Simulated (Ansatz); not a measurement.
# Data sheet: TiAl2 (DFT)

TiAl2:
```yaml
crystal:
  lattice:
    - [1.93162, -5.97381, 0.00000]
    - [1.93162, 5.97381, 0.00000]
    - [0.00000, 0.00000, 3.93128]
  atoms:
    - { symbol: Ti, position: [0.84390, 0.15610, 0.00000] }
    - { symbol: Ti, position: [0.15610, 0.84390, 0.00000] }
    - { symbol: Al, position: [0.50000, 0.50000, 0.00000] }
    - { symbol: Al, position: [0.00000, 0.00000, 0.50000] }
    - { symbol: Al, position: [0.67298, 0.32702, 0.50000] }
    - { symbol: Al, position: [0.32702, 0.67298, 0.50000] }
```

Space group Cmmm (No. 65); conventional cell a = 3.8632 Å, b = 11.9476 Å, c = 3.9313 Å, α = β = γ = 90.00°.

Method: LDA in the plane-wave PAW code Ansatz. Structure relaxed to zero pressure with the same functional. Other levels are named where they apply.

Cell and energy:

Volume per atom: 15.12 Å³
Density: 3.73 g/cm³
Formation energy from the elements (no fitted shifts): -0.44 eV/atom

Electronic structure:

- Electronic character = metallic (no gap)
- Density of states at the Fermi level = 0.37 states/eV per atom (mean over ±0.08 eV)

Mechanics:

Bulk modulus (Birch–Murnaghan fit): 120 GPa
Pressure derivative B′: 4.0

Phonons:

- Highest zone-centre frequency: 363 cm^-1
- Zone-centre stability: no imaginary mode at Γ

The workflow started from a Materials Project entry (that database holds measured and hypothetical structures alike); the Crystallography Open Database files this formula in space group No. 65, but the cells were not matched. Whether it is the stable phase at ambient conditions was not checked. Symmetry was held in the LDA relaxation. No spin polarisation was allowed. As this level gives no gap, phonon frequencies hold no LO–TO term and depend on the k-mesh and smearing (Fermi–Dirac, 0.1 eV here). Axis ratios of metals converge slowly with the k-mesh, so a and c are less sure than the volume. The references are the lowest solids computed at this level, not always the standard phases.

Potentials: the later of the program's two PAW sets.
